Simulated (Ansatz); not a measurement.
Sheets of one type (MA2Z4 (prismatic core, outer Z over the empty site)-type), r²SCAN+D4 in the plane-wave PAW code Ansatz; HSE06 gaps on those cells.

```
layer    a (Å)  thickness (Å)
-------  -----  -------------
TaP4Si2  3.521           9.31
NbP4Si2    ___            ___
VP4Si2   3.471           9.16
NbN4Si2  2.946           6.95
MoP4Si2  3.452           9.29
WP4Si2   3.456           9.28
NbGe2P4  3.591           9.56
```

### Question
Fill in the missing entries.

### Answer

- NbP4Si2, a (Å): 3.522
- NbP4Si2, thickness (Å): 9.36

Spin orders computed, not proven ground states: NbP4Si2, MA2Z4 (prismatic core, outer Z over the empty site)-type layer ferromagnetic; VP4Si2, MA2Z4 (prismatic core, outer Z over the empty site)-type layer ferromagnetic; NbN4Si2, MA2Z4 (prismatic core, outer Z over the empty site)-type layer ferromagnetic. Began spin-polarised and lost the moments: TaP4Si2, MA2Z4 (prismatic core, outer Z over the empty site)-type layer; NbGe2P4, MA2Z4 (prismatic core, outer Z over the empty site)-type layer. All cells were relaxed under the symmetry of their starts (and spin orders); stability against distortions was not tested throughout. Rows with no word on spin ran without spin polarisation. Scalar-relativistic: spin–orbit coupling is off unless named, which matters more the heavier the elements. Constructed layers (a layer type filled with these elements): TaP4Si2, MA2Z4 (prismatic core, outer Z over the empty site)-type layer; NbP4Si2, MA2Z4 (prismatic core, outer Z over the empty site)-type layer; VP4Si2, MA2Z4 (prismatic core, outer Z over the empty site)-type layer; NbN4Si2, MA2Z4 (prismatic core, outer Z over the empty site)-type layer; MoP4Si2, MA2Z4 (prismatic core, outer Z over the empty site)-type layer; WP4Si2, MA2Z4 (prismatic core, outer Z over the empty site)-type layer; NbGe2P4, MA2Z4 (prismatic core, outer Z over the empty site)-type layer.

Potentials: the later of the program's two PAW sets.
